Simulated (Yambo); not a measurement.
```
AlN
1.0
    3.17539     0.00000     0.00000
   -1.58769     2.74997     0.00000
    0.00000     0.00000     5.08247
N Al
2 2
Direct
  0.66667   0.33333   0.88088
  0.33333   0.66667   0.38088
  0.66667   0.33333   0.49912
  0.33333   0.66667   0.99912
```

The PBEsol cell relaxed from Materials Project entry mp-661 was given an isotropic strain of +2 % on all lattice vectors, and the atoms were relaxed again.

Q: Where are the main features of Im ε from RPA with local fields on PBEsol bands (Yambo; 15×15×8 mesh, 32 bands, 4 Ry local-field block, 0.2 eV broadening; field along x)?

A: Peaks at 7.2 eV (7.7), 10.2 eV (4.2), 12.2 eV (4.5), heights in brackets. Structure narrower than a few tenths of an eV can come from the finite k mesh. Convergence of the RPA response with its 15×15×8 mesh was not tested. No excitonic effects at this level.
